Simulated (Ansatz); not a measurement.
Cu3Ge:
```
CELL_PARAMETERS angstrom
      4.17405     0.00000     0.00000
      0.00000     5.24901     0.00000
      0.00000     0.00000     4.52277
ATOMIC_POSITIONS crystal
  Cu 0.00000 0.50000 0.16461
  Cu 0.50000 0.00000 0.83539
  Cu 0.50000 0.24855 0.33650
  Cu 0.50000 0.75145 0.33650
  Cu 0.00000 0.25145 0.66350
  Cu 0.00000 0.74855 0.66350
  Ge 0.50000 0.50000 0.82477
  Ge 0.00000 0.00000 0.17523
```

Relaxed with r²SCAN. Special points in fractions of this cell's reciprocal vectors: Γ (0.000, 0.000, 0.000); X (0.500, 0.000, 0.000); S (0.500, 0.500, 0.000); Y (0.000, 0.500, 0.000); Z (0.000, 0.000, 0.500); U (0.500, 0.000, 0.500); R (0.500, 0.500, 0.500); T (0.000, 0.500, 0.500).

Problem. List the band energies nearest the Fermi level at these points for DFT-r²SCAN with spin–orbit coupling in the program Ansatz with PAW potentials.

Solution. In eV from the Fermi level; about four levels below and three above (degenerate sets whole), none deeper than 8.9 eV; points with the same levels are listed once.

```
k                    below                above
-  -----------------------  -------------------
Γ  -1.67 -1.67 -0.83 -0.83  0.77 0.77 1.50 1.50
X  -1.20 -1.20 -1.20 -1.20  1.74 1.74 1.74 1.74
S  -2.41 -2.41 -2.41 -2.41  0.04 0.04 0.04 0.04
Y  -0.33 -0.33 -0.33 -0.33  1.45 1.45 1.45 1.45
Z  -1.58 -1.58 -0.67 -0.67  0.18 0.18 0.20 0.20
U  -1.85 -1.85 -1.85 -1.85  0.99 0.99 0.99 0.99
R  -2.15 -2.15 -2.15 -2.15  5.39 5.39 5.39 5.39
T  -2.37 -2.37 -2.37 -2.37  0.97 0.97 0.97 0.97
```

Space group Pmmn. The first step of the workflow began from a Materials Project structure, measured or hypothetical; the Crystallography Open Database copy checked does not list it. Whether it is the stable phase at ambient conditions was not checked. The cell was relaxed with r²SCAN under the symmetry of its start; its stability against distortions is not shown here. The run is not spin-polarised.

Potentials: the earlier of the program's two PAW sets.
